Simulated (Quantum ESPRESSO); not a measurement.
```cif
data_Cu2I2
_chemical_formula_sum 'Cu2 I2'
_space_group_name_H-M_alt 'P-3m1'
_space_group_IT_number 164
_space_group_name_Hall '-P 3 2"'
_cell_length_a 4.06750
_cell_length_b 4.06750
_cell_length_c 7.09549
_cell_angle_alpha 90.000
_cell_angle_beta 90.000
_cell_angle_gamma 120.000
loop_
_atom_site_label
_atom_site_type_symbol
_atom_site_symmetry_multiplicity
_atom_site_Wyckoff_symbol
_atom_site_fract_x
_atom_site_fract_y
_atom_site_fract_z
_atom_site_occupancy
Cu1 Cu 2 d 0.33333 0.66667 0.40555 1
I1 I 2 d 0.66667 0.33333 0.22966 1
```

Cell and atoms were relaxed with PBE+D3(BJ) from Materials Project entry mp-570081, within its symmetry.

Problem. What does norm-conserving PBEsol (Quantum ESPRESSO, 92 Ry, with spin-orbit coupling) give for the electronic structure near the Fermi level?

Solution. The PBEsol gap is direct, 1.23 eV at Γ. The filled Cu 3d shell has no Hubbard U; semilocal functionals place it too high.

This is not the ordinary phase of the substance; no match was found in the copy of COD used, and its stability was not checked.
